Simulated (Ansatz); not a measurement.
**Ta: opening a crack plane**

Ta, Im-3m, a = 3.281 Å. Ansatz: PBEsol, PAW, 420 eV, Γ-centred 22×22×7 mesh on 4 atoms, Gaussian smearing 0.15 eV; no spin polarisation. One cut on (011) per cell of 4 atoms is opened rigidly by x, between planes of Ta and Ta that stand 2.32 Å apart; y is the energy per area (7.610 Å², 1 eV/Å² = 16.02 J/m²).

```
x (Å) y (J/m²)
 0.00     0.000
 0.25     0.258
 0.50     0.892
 1.00     2.430
 1.50         ?
 2.00     4.414
 3.00     5.090
 4.50     5.285
 6.00     5.297
```

Fit the universal binding curve y = W[1 − (1 + x/l) e^(−x/l)] to the other rows, give the peak stress, and predict the missing value.

Least squares gives W = 5.35 J/m² and l = 0.647 Å. The stress dy/dx peaks at x = l with W/(e l) = 30.4 GPa, for rigid faces. At x = 1.50: x/l = 2.318, y = 3.603 J/m². The run gave 3.649 J/m², so the fit is 0.046 J/m² too low, within the rms miss on the fitted rows (0.049 J/m²).

Spin–orbit coupling is left out, which can shift energies with elements as heavy as these.

Cost: 10 runs of about 11 core-minutes in all, on Arm Neoverse V2 (shared hosts).